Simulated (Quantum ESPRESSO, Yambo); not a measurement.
At a photon energy of 6.75 eV, RPA with local fields on PBEsol bands shifted by a G0W0 scissor of 1.54 eV (Quantum ESPRESSO and Yambo; 4×4×4 mesh, 134 bands, 3 Ry local-field block, 0.2 eV broadening) gives ε = 7.38 + 4.1i for Ba2LaTaO6 (space group C2/m, No. 12), field along x. Axes are Cartesian, with cell vectors (Å) (5.27, -3.05, 0.00), (5.27, 3.05, 0.00), (-3.56, 0.00, 5.04).

Question: Work out n, κ, the normal-incidence reflectivity, the absorption coefficient and the penetration depth.

Answer: 
|ε| = 8.44; n = √((|ε| + ε1)/2) = 2.81, κ = √((|ε| − ε1)/2) = 0.73. R = ((n − 1)² + κ²)/((n + 1)² + κ²) = 0.25. α = 2Eκ/(ħc) with ħc = 197.327 eV nm: 0.0499 per nm = 5.0 × 10⁵ per cm, a 1/e depth of 20 nm. The computed direct gap is 5.24 eV, and the energy scale of the real crystal may differ from it. Excitonic effects are left out, and values at one energy depend on mesh and broadening. The scissor comes from a G0W0 run whose convergence isn't established. Convergence of the RPA response with its 4×4×4 mesh was not tested.

Spin-orbit coupling is not included.

Geometry of the Materials Project entry, not relaxed at this level; primitive cell a = b = 6.089 Å, c = 6.171 Å, α = β = 119.93°, γ = 60.05°.

The structure is a Materials Project entry; no match was found in the copy of COD used, and its stability was not checked.
